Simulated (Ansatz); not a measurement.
Al (fcc, Cu type)

```yaml
crystal:
  lattice:
    - [0.00000, 2.02029, 2.02029]
    - [2.02029, 0.00000, 2.02029]
    - [2.02029, 2.02029, 0.00000]
  atoms:
    - { symbol: Al, position: [0.00000, 0.00000, 0.00000] }
```

The volume is varied about the relaxed value V₀ at fixed cell shape. Symmetry pins the atoms to their sites.

All values below come from PBE (plane waves to 420 eV, PAW, scalar-relativistic; Ansatz, a quantum-chemistry and plane-wave program). k mesh 21×21×21 (Γ-centred), Fermi-Dirac smearing 0.05 eV. The energy includes the smearing's −TS. Compression counts positive. Al was relaxed with its symmetry unable to fall. ΔE is measured from the relaxed starting cell. The last digit holds for this mesh only.

| V (Å³/atom) | ΔE (meV/atom) |
|---|---|
| 14.843 | 49.2 |
| 15.255 | 26.5 |
| 15.667 | 11.4 |
| 16.080 | withheld |
| 16.492 | 0.0 |
| 16.904 | 2.2 |
| 17.317 | 8.9 |
| 17.729 | 19.4 |
| 18.141 | 33.1 |

Fit a third-order Birch-Murnaghan form (E₀, V₀, B₀, B₀′ free) to the given rows and predict ΔE at V = 16.080.

Least squares on the 8 given rows: ΔE = E₀ + (9V₀B₀/16)·y²·[2 + (B₀′ − 4)y], y = (V₀/V)^(2/3) − 1, with V₀ = 16.506 Å³/atom, B₀ = 77.70 GPa (160.2 GPa = 1 eV/Å³; the term in eV is multiplied by 1000), B₀′ = 4.42, E₀ = 0.01 meV/atom; root-mean-square residual 0.04 meV/atom. At 16.080 the fit gives 2.8 meV/atom; the calculation gives 2.8 meV/atom, the same to the digits shown. For the pressure the fit gives 2.2 GPa against the computed 2.2 GPa.

(A scan under strain: stresses follow from slopes of the energy per volume, elastic moduli from its curvatures.)
